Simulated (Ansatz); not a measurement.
ZnGeP2 (chalcopyrite, I-42d), PBEsol in the plane-wave PAW code Ansatz. The conduction-band minimum lies on the M–S line, 34 % of the way from M, with 4 equivalent valleys. Second derivatives d²E/dk² of the lowest band at one valley (eV·Å²), along Cartesian directions:

```
direction  d²E/dk²
---------  -------
[100]        29.26
[010]        7.944
[001]        27.88
[110]        18.61
[101]        28.48
[011]        17.91
```

Question: Find the principal effective masses, the density-of-states mass and the conductivity mass.

Answer: Off-diagonal terms follow from H_xy = H[110] − (H_xx + H_yy)/2, and m*/mₑ = 7.620 eV·Å² over each eigenvalue: 0.26, 0.27, 0.96. One valley's DOS mass (m₁m₂m₃)^(1/3) = 0.41, conductivity mass 3/(Σ 1/mᵢ) = 0.35 mₑ.

Question: What effective density of states Nc follows at 300 K for parabolic valleys?

Answer: Nc = 2.509e19 × 4 × (0.41)^(3/2) ≈ 2.6e19 cm⁻³.

Symmetry was held in the PBEsol relaxation. Spin–orbit coupling is left out wherever it is not named.

Potentials: the later of the program's two PAW sets.

Edges and masses are those of Kohn–Sham bands, whose gap is no quasiparticle gap.
